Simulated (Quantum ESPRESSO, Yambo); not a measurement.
## Ba$_{2}$NF at +1 % isotropic strain: DFT and GW levels

```xyz
4
Lattice="1.9915 1.1498 6.6668 -1.9915 1.1498 6.6668 0.0000 -2.2996 6.6668" Properties=species:S:1:pos:R:3 pbc="T T T"
N      0.0000     0.0000    10.0002
F      0.0000     0.0000     0.0000
Ba     0.0000     0.0000    15.1694
Ba     0.0000     0.0000     4.8311
```

The PBEsol cell relaxed from Materials Project entry mp-1018096 was given an isotropic strain of +1 % on all lattice vectors, and the atoms were relaxed again.

Starting point: norm-conserving PBEsol (Quantum ESPRESSO, 84 Ry, no spin-orbit coupling). G0W0 in Yambo: 4×4×4 Γ-centred k mesh, 134 bands and a 7 Ry block in the screening, 134 bands in G with the Bruneval-Gonze terminator, plasmon pole fitted at 27.2 eV.

```yaml
PBEsol gap along the band path: 0.96 eV
PBEsol gap between the mesh's edge points (F → F): 0.96 eV
G0W0 gap between the same points: 1.77 eV
```

```tsv
k point	band	E PBEsol (eV)	E QP (eV)	shift (eV)	Z
Γ	VB	-0.49	-0.93	-0.44	0.76
Γ	CB	1.72	2.06	0.34	0.84
L	VB	-0.06	-0.55	-0.48	0.77
L	CB	1.88	2.30	0.42	0.83
F	VB	0.00	-0.47	-0.47	0.77
F	CB	0.96	1.31	0.34	0.83
```

Energies count from the PBEsol valence-band maximum.

Convergence of the G0W0 settings was not tested.

The structure is a Materials Project entry; no match was found in the copy of COD used, and its stability was not checked.
